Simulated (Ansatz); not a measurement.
In DFT-HSE06 in the program Ansatz with PAW potentials, HfO2 in the orthorhombic phase (Pca2_1; Hf on 4a, O on 4a, O on 4a) relaxes to a = 5.245 Å, b = 5.034 Å, c = 5.062 Å. O on 4a has 3 nearest neighbours from 2.03 Å (trigonal planar).

It is gapped at this level: 6.08 eV (indirect). Gap from HSE06 with spin–orbit coupling: 6.05 eV (at the special points and the edges found without it).

Bader charges are Hf +2.78, O -1.40 to -1.38 e.

The HSE06 relaxation kept the symmetry of its start. No spin polarisation was allowed. The hybrid was solved on a coarse mesh, the path and, where they were found, the r²SCAN edge points; its band edges are the extreme levels among these. Scalar-relativistic: spin–orbit coupling is off unless named, which matters more the heavier the elements.

Potentials: the later of the program's two PAW sets.
